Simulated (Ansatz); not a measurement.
Kick test of a cell of LiSnF₃

It was reached by relaxing an invented guess, and it needn't be the stable form of this composition.

The calculation used Ansatz, DFT PBE, scalar-relativistic, plane waves, PAW. Cutoff 420 eV; k points 6×6×6 on the computed 5-atom cell (Γ-centred); Gaussian smearing, width 0.02 eV; no spin polarisation.

The cell below (5 atoms, space group Pm-3m (No. 221)) is relaxed within its symmetry.

```yaml
crystal:
  lattice:
    - [3.89299, 0.00000, 0.00000]
    - [0.00000, 3.89299, 0.00000]
    - [0.00000, 0.00000, 3.89299]
  atoms:
    - { symbol: Li, position: [0.00000, 0.00000, 0.00000] }
    - { symbol: Sn, position: [0.50000, 0.50000, 0.50000] }
    - { symbol: F, position: [0.50000, 0.00000, 0.00000] }
    - { symbol: F, position: [0.00000, 0.50000, 0.00000] }
    - { symbol: F, position: [0.00000, 0.00000, 0.50000] }
```

For the test a repeat of it with 10 atoms (edges 3.89, 3.89, 7.79 Å) was strained at random (σ = 1.5 % a component), the atoms were moved at random (σ = 0.10 Å), and all was relaxed again on a coarse 4×4×2 mesh (in the run’s order of axes) with 0.10 eV smearing, with no symmetry imposed.

Problem. What happens?

Solution. It doesn't return. The energy falls by 116 meV/atom on that mesh, the volume changes by 23.0 %, and the end has space group R3m (No. 160) at a loose tolerance. Relaxed again on a 6×6×6 mesh with 0.02 eV smearing, the new structure lies 116 meV/atom below the first (mesh in the axes of the run's cell; the cell below is made exact in the group named). Space group R3m (No. 160), trigonal, a = 5.818 Å, c = 7.496 Å. Li has 3 F at 1.93 Å and 3 F at 2.35 Å; Sn has 3 F at 2.15 Å; around F lie 1 Li at 1.93 Å, 1 Sn at 2.15 Å and 1 Li at 2.35 Å.

```
Li Sn F
1.0
     2.90895    1.67948    2.49869
    -2.90895    1.67948    2.49869
     0.00000   -3.35897    2.49869
Li Sn F
1 1 3
Direct
  0.97771 0.97771 0.97771
  0.40203 0.40203 0.40203
  0.05069 0.52365 0.05069
  0.05069 0.05069 0.52365
  0.52365 0.05069 0.05069
```
